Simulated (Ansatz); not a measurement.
**What a change of settings does to a run on TlBi3**

Structure from Materials Project entry mp-1187484 (possibly hypothetical), not relaxed further.

First run: DFT, r2SCAN, all-electron PAW with datasets made for the crystal, scalar-relativistic (Ansatz 0.2.0).

Command: `ansatz run input.yaml --threads 1 --pin off --max-ram 4096MiB --backend cpu --events-out ev --progress --plain --runs-dir out` The run took 95 s on 1 thread of Arm Neoverse V2, on a shared host, peak memory 1 GiB.

```yaml
crystal:
  lattice:
    - [5.035145, 0.0, 0.0]
    - [0.0, 5.035145, 0.0]
    - [0.0, 0.0, 5.035145]
  atoms:
    - { symbol: Tl, position: [0.0, 0.0, 0.0] }
    - { symbol: Bi, position: [0.0, 0.5, 0.5] }
    - { symbol: Bi, position: [0.5, 0.0, 0.5] }
    - { symbol: Bi, position: [0.5, 0.5, 0.0] }
kpoints:
  mp_grid: { grid: [8, 8, 8] }
  band_path:
    path:
      - [0.0, 0.0, 0.0]
      - [0.0, 0.5, 0.0]
      - [0.5, 0.5, 0.0]
      - [0.0, 0.0, 0.0]
      - [0.5, 0.5, 0.5]
      - [0.0, 0.5, 0.0]
      - [0.5, 0.5, 0.5]
      - [0.5, 0.5, 0.0]
    npoints: 8
scf:
  occupations: { method: fermi_dirac, width: 0.08 }
hamiltonian:
  xc: r2scan
  pseudopotentials: { kind: all_electron, datasets: crystal }
output:
  forces: true
  stress: true
  eigenvalues: true
  efg: { contact_densities: true }
```

Result: converged; pressure -0.53 GPa; no gap on the k mesh; 13 SCF iterations.

No spin–orbit coupling, which matters for the heavy atoms here.

A second input differs as follows:

```diff
@@ -24,4 +24,5 @@
 scf:
   occupations: { method: fermi_dirac, width: 0.08 }
+  max_iter: 100
 hamiltonian:
   xc: r2scan
@@ -32,3 +33,5 @@
   eigenvalues: true
   efg: { contact_densities: true }
+magnetization:
+  spin_polarized: [1, 2]
```

What is wrong with it, and what does the program do?

The fault is a value of the wrong type. The run refused before any iteration. The log ends:
```
Error: YAML parse error: error: line 36 column 19: expected string scalar
  --> <input>:36:19
   |
34 |   efg: { contact_densities: true }
35 | magnetization:
36 |   spin_polarized: [1, 2]
   |                   ^ expected string scalar
```
